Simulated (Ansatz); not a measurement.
A geometry of Ru away from equilibrium: step 2 of the relaxation of a relaxed Ru cell displaced along its unstable phonon at q = (½, ½, 0) of its primitive reciprocal cell (252i cm⁻¹), largest move 0.15 Å. The numbers are results of PBE (plane waves to 420 eV, PAW, scalar-relativistic; Ansatz, an electronic-structure program), not measurements. Γ-centred k-mesh 15×15×15 on the run's cell (coarser than for final values), Fermi–Dirac smearing 0.05 eV. The plane waves were selected for a different cell earlier on the path.

```
Ru
1.0
   -3.15768     3.15768     2.73181
    0.00000     0.00000     2.73181
    1.61851     1.61851    -1.36591
Ru
2
Direct
  0.00000   0.42442   0.84884
  0.50000   0.57558   0.15116
```

### Question
Give the Cartesian forces on all atoms (eV/Å).

### Answer
| atom | Fx | Fy | Fz |
|---|---|---|---|
| Ru1 | -0.25 | -0.25 | 0.00 |
| Ru2 | 0.25 | 0.25 | 0.00 |

The path ends in P6₃/mmc (No. 194) (hcp (Mg type)). No spin polarisation in the result.

The run could not lose the symmetry of its start.

Of the parent cell (I4/mmm (No. 139)): it is a generated cell of Ru: the first start was made by placing the elements on the sites of a structure type, and the end was not matched to a known phase here, so it may be hypothetical. Known forms of Ru include space group No. 194.
